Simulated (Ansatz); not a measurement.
Q: Name crystals whose computed values (the program Ansatz at the PBEsol level (PAW)) fall in these windows: G_Hill (GPa) 5.2 to 7.2; B₀ by P(V) fit (GPa) 10 to 14.

A: 

```csv
crystal,G_Hill (GPa),B₀ by P(V) fit (GPa)
"Sr, bcc (W type)",6.4,12.6
"Li, hcp (Mg type)",5.5,13.7
"Li, fcc (Cu type)",5.4,13.6
```
Others may fit too.

Not the usual ambient phase: Sr, bcc (W type); Li, hcp (Mg type); Li, fcc (Cu type). All cells were relaxed under the symmetry of their starts (and spin orders); stability against distortions was not tested throughout. Spin–orbit coupling is left out wherever it is not named.

Potentials: the earlier of the program's two PAW sets.
